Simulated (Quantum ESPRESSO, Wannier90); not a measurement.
# InSe (C2/m), plane waves to Wannier functions

```
CELL_PARAMETERS angstrom
      0.00000     4.10930     0.00000
     -1.72323     0.00000     4.77135
      5.82639    -2.05465     0.00000
ATOMIC_POSITIONS crystal
  In 0.11180 0.95316 0.22360
  In 0.88820 0.04684 0.77640
  Se 0.33907 0.33104 0.67814
  Se 0.66093 0.66896 0.32186
```

Cell from Materials Project (mp-21405), symmetrised, no further relaxation. Not found in the COD (Crystallography Open Database) copy used, which has the formula in other groups; not checked further. Method: PBEsol plane waves in Quantum ESPRESSO 7.5 (PseudoDojo norm-conserving files, 69 Ry, spinors with spin-orbit coupling), Bloch states on a 4×4×4 mesh through Γ, Wannier90 4.0.1. Density: 8×6×8 mesh, cold smearing 0.01 Ry. The cell is built of weakly bound layers, chains or molecules, whose nearest atoms lie 3.55 Å apart. Database cells relaxed without dispersion often hold them too far apart, which can enlarge gaps and weakens couplings between them; spacing and stacking were not compared with the measured crystal.

Functional, cutoff and mesh named above are those of the base row (1); the first column says what each row takes instead. Model: 18 functions from bands 41-58, start SCDM (isolated) (the valence bands). Energies are relative to the valence-band maximum; the misfit is to pw.x on a path, for all bands of the set. The lattice is scaled uniformly, fractional positions fixed. Ω_total can sit in another minimum from row to row; Ω_I of an isolated set cannot.

```
scale  Ω_I (Å²)  Ω_total (Å²)  rms misfit (meV)  gap (eV)
-----  --------  ------------  ----------------  --------
1         37.45         41.44                19      1.08
1.015     37.54         41.64                18      1.00
1.03      37.81         42.04                18      0.92
```
